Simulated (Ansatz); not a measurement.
SiNi$_{3}$:
```yaml
crystal:
  lattice:
    - [3.46435, 0.00000, 0.00000]
    - [0.00000, 3.46435, 0.00000]
    - [0.00000, 0.00000, 3.46435]
  atoms:
    - { symbol: Si, position: [0.00000, 0.00000, 0.00000] }
    - { symbol: Ni, position: [0.00000, 0.50000, 0.50000] }
    - { symbol: Ni, position: [0.50000, 0.00000, 0.50000] }
    - { symbol: Ni, position: [0.50000, 0.50000, 0.00000] }
```

Relaxed with r²SCAN. Special points in fractions of this cell's reciprocal vectors: Γ (0.000, 0.000, 0.000); X (0.000, 0.500, 0.000); M (0.500, 0.500, 0.000); R (0.500, 0.500, 0.500).

List the band energies nearest the Fermi level at these points for DFT-r²SCAN in the program Ansatz with PAW potentials.

In eV from the Fermi level; about four levels below and three above (degenerate sets whole), none deeper than 8.9 eV; points with the same levels are listed once.

```csv
k,below,above
Γ,-1.06 -1.06 -1.06 -0.76 -0.76 -0.36,0.06 0.06 0.06
X,-1.41 -1.41 -1.28 -0.68,0.06 3.91 3.91
M,-1.63 -1.63 -1.63 -1.21 -1.11 -1.00,0.69 0.69 6.10
R,-0.62 -0.22 -0.22 -0.22,1.55 4.35 4.35 4.35
```

Space group Pm-3m (Cu3Au type). The r²SCAN relaxation kept the symmetry of its start; of distortions, only those at the zone centre were tested. The workflow began spin-polarised and lost its moments.

Potentials: the later of the program's two PAW sets.
